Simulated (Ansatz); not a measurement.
NaLiZnS2 in space group P3m1 (No. 156; Pearson symbol hP5), r²SCAN (plane waves, PAW; program Ansatz). The conduction-band minimum lies at Γ, with 1 equivalent valley. Second derivatives d²E/dk² of the lowest band at one valley (eV·Å²), along Cartesian directions:

| direction | d²E/dk² |
|---|---|
| [100] | 37.91 |
| [010] | 37.91 |
| [001] | 22.41 |
| [110] | 37.91 |
| [101] | 30.17 |
| [011] | 30.17 |

### Question
Find the principal effective masses, the density-of-states mass and the conductivity mass.

### Answer
Off-diagonal terms follow from H_xy = H[110] − (H_xx + H_yy)/2, and m*/mₑ = 7.620 eV·Å² over each eigenvalue: 0.20, 0.20, 0.34. One valley's DOS mass (m₁m₂m₃)^(1/3) = 0.24, conductivity mass 3/(Σ 1/mᵢ) = 0.23 mₑ.

### Question
What effective density of states Nc follows at 300 K for parabolic valleys?

### Answer
Nc = 2.509e19 × 1 × (0.24)^(3/2) ≈ 3.0e18 cm⁻³.

The workflow started from a Materials Project entry (that database holds measured and hypothetical structures alike); the Crystallography Open Database copy checked does not list it. Whether it is the stable phase at ambient conditions was not checked. The cell was relaxed with r²SCAN under the symmetry of its start; whether a distortion lowers the energy is not shown.

Potentials: the later of the program's two PAW sets.

Edges and masses are those of Kohn–Sham bands, whose gap is no quasiparticle gap.
